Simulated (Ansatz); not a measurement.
V:
```yaml
crystal:
  lattice:
    - [-1.48890, 1.48890, 1.48890]
    - [1.48890, -1.48890, 1.48890]
    - [1.48890, 1.48890, -1.48890]
  atoms:
    - { symbol: V, position: [0.00000, 0.00000, 0.00000] }
```

Relaxed with r²SCAN+D4. Special points in fractions of this cell's reciprocal vectors: Γ (0.000, 0.000, 0.000); H (0.500, -0.500, 0.500); N (0.000, 0.000, 0.500); P (0.250, 0.250, 0.250).

List the band energies nearest the Fermi level at these points for r²SCAN+D4 (plane waves, PAW; program Ansatz).

In eV from the Fermi level; about four levels below and three above (degenerate sets whole), none deeper than 8.9 eV; … stands for higher levels left out; points with the same levels are listed once.

```
k              below           above
-  -----------------  --------------
Γ              -7.10  0.49 0.49 0.49
H        -3.20 -3.20               …
N        -3.40 -1.19     1.60 2.70 …
P  -1.23 -1.23 -1.23               …
```

Space group Im-3m (bcc (W type)). The r²SCAN+D4 relaxation kept the symmetry of its start. The workflow began spin-polarised and lost its moments. The pairwise dispersion correction was not fitted to metals.

Potentials: the earlier of the program's two PAW sets.
